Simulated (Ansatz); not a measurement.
Data:

PbS (rock salt, Fm-3m), a = 6.009 Å, b = 6.009 Å, c = 6.009 Å, α = 90.00°, β = 90.00°, γ = 90.00°; the cell used has 2 atoms.

This is the PBE-relaxed structure.

Q: All from plane-wave PAW PBE (Ansatz code), unless another level is named. Estimate the formation energy from the elements (no fitted shifts).

A: -0.55 eV/atom.

Q: And the electron effective mass?

A: 0.16 mₑ (isotropic).

Q: Next, the band gap?

A: 0.49 eV (direct).

Q: What about the hole effective mass?

A: 0.13, 0.13, 0.19 mₑ (principal values).

Q: Next, the Z2 indices of the occupied bands with spin–orbit coupling?

A: 0;(000).

The cell was relaxed with PBE under the symmetry of its start; of distortions, only those at the zone centre were tested. The references are the lowest solids computed at this level, not always the standard phases. Scalar-relativistic: spin–orbit coupling is off unless named, which matters more the heavier the elements.

Potentials: the later of the program's two PAW sets.
